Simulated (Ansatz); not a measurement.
BAs:
```yaml
crystal:
  lattice:
    - [3.42907, 0.00000, 0.00000]
    - [-1.71454, 2.96966, 0.00000]
    - [0.00000, 0.00000, 7.40285]
  atoms:
    - { symbol: B, position: [0.50000, 0.00000, 0.50000] }
    - { symbol: B, position: [0.00000, 0.50000, 0.16667] }
    - { symbol: B, position: [0.50000, 0.50000, 0.83333] }
    - { symbol: As, position: [0.50000, 0.00000, 0.00000] }
    - { symbol: As, position: [0.00000, 0.50000, 0.66667] }
    - { symbol: As, position: [0.50000, 0.50000, 0.33333] }
```

Relaxed with PBEsol. Special points in fractions of this cell's reciprocal vectors: Γ (0.000, 0.000, 0.000); M (0.500, 0.000, 0.000); K (0.333, 0.333, 0.000); A (0.000, 0.000, 0.500); L (0.500, 0.000, 0.500); H (0.333, 0.333, 0.500).

Q: List the band energies nearest the valence-band maximum at these points for PBEsol with spin–orbit coupling in the plane-wave PAW code Ansatz.

A: In eV from the valence-band maximum; about four levels below and three above (degenerate sets whole), none deeper than 8.9 eV; points with the same levels are listed once.

```tsv
k	below	above
Γ	-0.96 -0.96 0.00 0.00	2.12 2.12 2.13 2.13
M	-2.84 -2.84 -2.53 -2.53	0.30 0.30 0.63 0.63
K	-2.63 -2.63 -2.57 -2.56	0.67 0.67 2.28 2.29
A	-1.14 -1.14 -0.74 -0.74	1.91 1.91 2.46 2.46
L	-3.38 -3.38 -3.01 -3.01	1.74 1.74 2.16 2.16
H	-3.26 -3.26 -2.78 -2.78	2.71 2.71 3.66 3.66 3.66
```

Space group P6_222. The start of the workflow was typed in or built on a structure type; neither database checked (COD, Materials Project) lists it. It is not the phase usual at ambient conditions (space group No. 216). Symmetry was held in the PBEsol relaxation; of distortions, only those at the zone centre were tested. Its formation energy is positive at this level, so the cell may be metastable or incomplete.

Potentials: the later of the program's two PAW sets.
